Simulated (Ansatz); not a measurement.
Values for one crystal, relaxed and computed with r²SCAN in the plane-wave PAW code Ansatz; other levels are named.

```yaml
volume_per_atom: 12.26 Å³
electronic_character: metallic (no gap)
Density of states at the Fermi level: 0.53 states/eV per atom (mean over ±0.08 eV)
Formation energy from the elements (no fitted shifts): -0.27 eV/atom
```

Q: Pick the material that matches.
A. BP, rock salt
B. HfB2, P6/mmm (Hf on 1a, B on 2d)
C. BW2, I4/mcm (B on 4a, W on 8h)
D. SiW, CsCl type

A: C, BW2, I4/mcm (B on 4a, W on 8h)

The workflow started from a Materials Project entry (that database holds measured and hypothetical structures alike); the Crystallography Open Database files this formula in space group No. 140, but the cells were not matched. Its standing as an ambient phase is unchecked. The r²SCAN relaxation kept the symmetry of its start; whether a distortion lowers the energy is not shown. The run is not spin-polarised. The references are the lowest solids computed at this level, not always the standard phases. Scalar-relativistic: spin–orbit coupling is off unless named, which matters more the heavier the elements.

Potentials: the later of the program's two PAW sets.
